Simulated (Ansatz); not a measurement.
CuAu:
```
CuAu
1.0
    2.87948     0.00000     0.00000
    0.00000     2.87948     0.00000
    0.00000     0.00000     3.50449
Cu Au
1 1
Direct
  0.50000   0.50000   0.50000
  0.00000   0.00000   0.00000
```

Relaxed with r²SCAN.

**Question.** Give the Bader charges and basin volumes of the independent atoms, the program Ansatz at the r²SCAN level (PAW).

**Answer.** 

```csv
atom,Bader charge (e),Bader volume (Å³)
Cu1,+0.36,11.0
Au2,-0.36,18.1
```

Space group P4/mmm (L1₀ or tetragonal B2). Its axis ratio c/a = 1.22 departs by over 6 % from that of the usual cell of this phase: another minimum, or an error of the functional. The r²SCAN relaxation kept the symmetry of its start; its stability against distortions is not shown here. The run is not spin-polarised. Scalar-relativistic: spin–orbit coupling is off unless named, which matters more the heavier the elements.

Potentials: the earlier of the program's two PAW sets.
